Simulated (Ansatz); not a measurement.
Density of states of a Ni2AgPt8Au9 cell (elements on a fcc lattice, relaxed), per eV and atom, broadened by Gaussian smearing of width 0.1 eV and averaged over bins of 0.4 eV, from 8 eV under the Fermi level at most up to where the solved bands end.

All numbers below come from DFT PBE, scalar-relativistic, plane waves, PAW (Ansatz 0.2.0).

Settings: cutoff 420 eV, Γ-centred mesh 4×4×5 on the computed 20-atom cell, Gaussian smearing of 0.10 eV; collinear spin from starting moments 0.58 0.42 0 0 0 0 0 0 0 0 0 0 0 0 0 0 0 0 0 0 μB.

```xyz
20
Lattice="-5.8972 4.1453 2.0145 5.8851 4.1240 -2.0082 -1.9530 -4.1363 -6.0232" Properties=species:S:1:pos:R:3 pbc="T T T"
Ni   -1.9217    2.0055   -3.9915
Ni   -1.9135   -0.0112   -2.0614
Ag   -0.0755    4.1150   -4.0039
Pt   -1.9723   -2.0203   -3.9391
Pt   -0.0425    0.0261   -3.9480
Pt    1.9425    2.0431   -3.9807
Pt   -0.0859    1.9868   -2.0580
Pt   -0.0702    0.0212   -0.0363
Pt   -0.0355    6.2954   -2.0149
Pt   -1.9106    2.0623    0.0244
Pt   -3.9518    4.1490    0.0234
Au   -0.0245   -2.0850   -5.9959
Au    2.0036   -0.0101   -5.9985
Au   -0.0369    2.0981   -6.0022
Au   -3.8647    0.0188   -3.9447
Au    1.9870    4.1345   -2.1051
Au   -3.8409    2.0633   -2.0150
Au   -1.9335    4.1335   -1.9708
Au   -1.9118    0.0117   -6.0260
Au   -1.9303    6.2239    0.0517
```

| E − E_F (eV) | total | Au 5d | Pt 5d | Ni 3d | Ag 4d |
| --- | --- | --- | --- | --- | --- |
| -7.85 | 0.091 | 0.003 | 0.002 | 0.000 | 0.000 |
| -7.45 | 0.167 | 0.011 | 0.006 | 0.000 | 0.001 |
| -7.05 | 0.210 | 0.028 | 0.014 | 0.000 | 0.002 |
| -6.65 | 0.502 | 0.164 | 0.068 | 0.002 | 0.013 |
| -6.25 | 1.042 | 0.516 | 0.187 | 0.006 | 0.039 |
| -5.85 | 1.501 | 0.871 | 0.311 | 0.011 | 0.076 |
| -5.45 | 1.590 | 0.933 | 0.367 | 0.016 | 0.110 |
| -5.05 | 1.424 | 0.853 | 0.355 | 0.017 | 0.111 |
| -4.65 | 1.631 | 0.945 | 0.445 | 0.020 | 0.131 |
| -4.25 | 1.814 | 1.004 | 0.525 | 0.026 | 0.148 |
| -3.85 | 1.934 | 1.060 | 0.560 | 0.034 | 0.156 |
| -3.45 | 1.786 | 0.922 | 0.578 | 0.046 | 0.123 |
| -3.05 | 1.711 | 0.819 | 0.625 | 0.059 | 0.092 |
| -2.65 | 1.562 | 0.682 | 0.636 | 0.078 | 0.064 |
| -2.25 | 1.499 | 0.526 | 0.698 | 0.135 | 0.043 |
| -1.85 | 1.511 | 0.473 | 0.717 | 0.185 | 0.035 |
| -1.45 | 1.368 | 0.352 | 0.665 | 0.226 | 0.029 |
| -1.05 | 1.458 | 0.292 | 0.706 | 0.351 | 0.024 |
| -0.65 | 1.772 | 0.268 | 0.847 | 0.548 | 0.018 |
| -0.25 | 1.360 | 0.168 | 0.678 | 0.415 | 0.010 |
| 0.15 | 0.648 | 0.064 | 0.314 | 0.162 | 0.004 |
| 0.55 | 0.376 | 0.039 | 0.149 | 0.043 | 0.003 |
| 0.95 | 0.320 | 0.034 | 0.096 | 0.025 | 0.003 |

The columns after the total are the largest Löwdin projections on the valence shells of the potentials, so they needn't add up, and the weight of a shell that a potential lacks goes to other orbitals. The cell has no gap on the mesh.

The k mesh is coarse. Spin-orbit coupling is left out, which matters for the bands of heavy elements.

Cost: 2 runs of about 78 core-minutes in all (earlier runs that led there not counted), on Arm Neoverse V1 (shared hosts).